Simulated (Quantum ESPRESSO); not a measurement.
```
CELL_PARAMETERS angstrom
      0.00000     4.02324     4.02324
      4.02324     0.00000     4.02324
      4.02324     4.02324     0.00000
ATOMIC_POSITIONS crystal
  O  0.75898 0.24102 0.75898
  O  0.24102 0.75898 0.24102
  O  0.75898 0.24102 0.24102
  O  0.24102 0.75898 0.75898
  O  0.75898 0.75898 0.24102
  O  0.24102 0.24102 0.75898
  Zn 0.50000 0.50000 0.50000
  Sr 0.25000 0.25000 0.25000
  Sr 0.75000 0.75000 0.75000
  Mo 0.00000 0.00000 0.00000
```

The geometry is that of Materials Project entry mp-18829, symmetrised and not relaxed again.

Q: What does norm-conserving PBEsol (Quantum ESPRESSO, 84 Ry, without SOC) give for the electronic structure near the Fermi level?

A: The PBEsol gap is indirect, 2.04 eV, from L to X; the smallest direct gap is 2.19 eV. Another valence extremum on the path lies within 0.02 eV, too close to call. Spin-orbit splittings are left out.
